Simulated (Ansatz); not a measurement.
Ru (hcp, Mg type)

```cif
data_Ru2
_chemical_formula_sum 'Ru2'
_space_group_name_H-M_alt 'P63/mmc'
_space_group_IT_number 194
_space_group_name_Hall '-P 6c 2c'
_cell_length_a 2.72203
_cell_length_b 2.72203
_cell_length_c 4.29074
_cell_angle_alpha 90.000
_cell_angle_beta 90.000
_cell_angle_gamma 120.000
loop_
_atom_site_label
_atom_site_type_symbol
_atom_site_symmetry_multiplicity
_atom_site_Wyckoff_symbol
_atom_site_fract_x
_atom_site_fract_y
_atom_site_fract_z
_atom_site_occupancy
Ru1 Ru 2 d 0.66667 0.33333 0.25000 1
```

Equation-of-state scan: isotropic scaling of the cell above, V₀ being its volume. Symmetry pins the atoms to their sites.

Calculation: PBE (plane waves to 420 eV, PAW, scalar-relativistic; Ansatz, a program for electronic structure). k mesh 20×20×11 (Γ-centred), Fermi-Dirac smearing 0.05 eV. Energies are smeared free energies. With the shape held, the modulus is that of even scaling; a crystal free to change shape is softer. Ru is run without spin polarisation. Ru was relaxed with its symmetry unable to fall. The PAW data are Ansatz's earlier set. The zero of ΔE is the relaxed starting cell. The last digit holds for this mesh only.

| V (Å³/atom) | ΔE (meV/atom) |
|---|---|
| 12.390 | 165.0 |
| 12.619 | 110.6 |
| 12.849 | 68.4 |
| 13.078 | 37.1 |
| 13.308 | 16.0 |
| 13.537 | 3.9 |
| 13.766 | 0.0 |
| 13.996 | 3.6 |
| 14.225 | 14.0 |
| 14.455 | 30.5 |
| 14.684 | 52.6 |
| 14.914 | 79.7 |
| 15.143 | 111.3 |

Task: What is the fitted pressure derivative B₀′?

Result: 4.9.

Task: What bulk modulus at fixed cell shape B₀ follows from a third-order Birch-Murnaghan fit?

Result: 312 GPa. Check by three points about V = 13.766 Å³/atom, step 0.459: d²E/dV² ≈ (16 − 2·0 + 14) meV / 0.459² = 0.142 eV/Å⁶, and V·d²E/dV² × 160.2 = 314 GPa.

(A scan under strain: stresses follow from slopes of the energy per volume, elastic moduli from its curvatures.)
